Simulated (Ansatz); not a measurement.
KF:
```cif
data_FK
_chemical_formula_sum 'K1 F1'
_space_group_name_H-M_alt 'Pm-3m'
_space_group_IT_number 221
_space_group_name_Hall '-P 4 2 3'
_cell_length_a 3.08321
_cell_length_b 3.08321
_cell_length_c 3.08321
_cell_angle_alpha 90.000
_cell_angle_beta 90.000
_cell_angle_gamma 90.000
loop_
_atom_site_label
_atom_site_type_symbol
_atom_site_symmetry_multiplicity
_atom_site_Wyckoff_symbol
_atom_site_fract_x
_atom_site_fract_y
_atom_site_fract_z
_atom_site_occupancy
K1 K 1 a 0.00000 0.00000 0.00000 1
F1 F 1 b 0.50000 0.50000 0.50000 1
```

Relaxed with LDA.

**Question.** Which orbitals make up the states near the band edges in LDA (plane waves, PAW; program Ansatz)?

**Answer.** Top 1 eV of the valence band: F 2p 96 %. Bottom 1 eV of the conduction band: K 4s 70 %, F 2s 16 %, outside the projected shells 9 %. Projections are on Löwdin-orthogonalised atomic valence shells; empty p or d shells of many metals are not among them.

**Question.** Tabulate the density of states.

**Answer.** States/eV per cell of 2 atoms, in 0.25 eV bins, energy from the valence-band maximum.

```csv
E (eV),total,F 2p,K 4s,K 3p
-7.85,0.00,0.00,0.00,0.00
-7.60,0.00,0.00,0.00,0.00
-7.35,0.00,0.00,0.00,0.00
-7.10,0.00,0.00,0.00,0.00
-6.85,0.00,0.00,0.00,0.00
-6.60,0.00,0.00,0.00,0.00
-6.35,0.00,0.00,0.00,0.00
-6.10,0.00,0.00,0.00,0.00
-5.85,0.00,0.00,0.00,0.00
-5.60,0.00,0.00,0.00,0.00
-5.35,0.00,0.00,0.00,0.00
-5.10,0.00,0.00,0.00,0.00
-4.85,0.00,0.00,0.00,0.00
-4.60,0.00,0.00,0.00,0.00
-4.35,0.00,0.00,0.00,0.00
-4.10,0.00,0.00,0.00,0.00
-3.85,0.00,0.00,0.00,0.00
-3.60,0.00,0.00,0.00,0.00
-3.35,0.00,0.00,0.00,0.00
-3.10,0.00,0.00,0.00,0.00
-2.85,0.00,0.00,0.00,0.00
-2.60,0.00,0.00,0.00,0.00
-2.35,0.00,0.00,0.00,0.00
-2.10,0.00,0.00,0.00,0.00
-1.85,0.00,0.00,0.00,0.00
-1.60,0.01,0.01,0.00,0.00
-1.35,0.91,0.85,0.04,0.01
-1.10,3.13,2.94,0.07,0.05
-0.85,5.51,5.20,0.09,0.11
-0.60,3.98,3.80,0.03,0.08
-0.35,4.65,4.51,0.02,0.06
-0.10,5.81,5.70,0.01,0.05
0.15,0.00,0.00,0.00,0.00
0.40,0.00,0.00,0.00,0.00
0.65,0.00,0.00,0.00,0.00
0.90,0.00,0.00,0.00,0.00
1.15,0.00,0.00,0.00,0.00
1.40,0.00,0.00,0.00,0.00
1.65,0.00,0.00,0.00,0.00
1.90,0.00,0.00,0.00,0.00
2.15,0.00,0.00,0.00,0.00
2.40,0.00,0.00,0.00,0.00
2.65,0.00,0.00,0.00,0.00
2.90,0.00,0.00,0.00,0.00
3.15,0.00,0.00,0.00,0.00
3.40,0.00,0.00,0.00,0.00
3.65,0.00,0.00,0.00,0.00
3.90,0.00,0.00,0.00,0.00
4.15,0.00,0.00,0.00,0.00
4.40,0.00,0.00,0.00,0.00
4.65,0.00,0.00,0.00,0.00
4.90,0.00,0.00,0.00,0.00
5.15,0.00,0.00,0.00,0.00
5.40,0.00,0.00,0.00,0.00
5.65,0.00,0.00,0.00,0.00
5.90,0.00,0.00,0.00,0.00
6.15,0.00,0.00,0.00,0.00
6.40,0.00,0.00,0.00,0.00
6.65,0.00,0.00,0.00,0.00
6.90,0.00,0.00,0.00,0.00
7.15,0.00,0.00,0.00,0.00
7.40,0.02,0.00,0.02,0.00
7.65,0.05,0.00,0.03,0.00
7.90,0.07,0.00,0.05,0.00
8.15,0.10,0.00,0.07,0.00
8.40,0.23,0.01,0.08,0.00
8.65,0.41,0.01,0.11,0.00
8.90,0.66,0.01,0.13,0.01
9.15,1.06,0.02,0.21,0.01
9.40,1.92,0.03,0.45,0.01
9.65,2.54,0.04,0.58,0.01
9.90,2.24,0.04,0.50,0.01
10.15,2.65,0.04,0.61,0.02
10.40,2.29,0.04,0.49,0.01
10.65,1.07,0.02,0.13,0.00
10.90,0.79,0.01,0.04,0.00
11.15,1.62,0.02,0.07,0.00
11.40,2.05,0.04,0.11,0.00
11.65,1.36,0.03,0.08,0.00
11.90,1.44,0.02,0.04,0.00
```

The workflow started from a Materials Project entry (that database holds measured and hypothetical structures alike); the Crystallography Open Database copy checked does not list it. It is not the phase usual at ambient conditions (space group No. 225). Symmetry was held in the LDA relaxation; phonons on a q-mesh show no instability.

Potentials: the later of the program's two PAW sets.
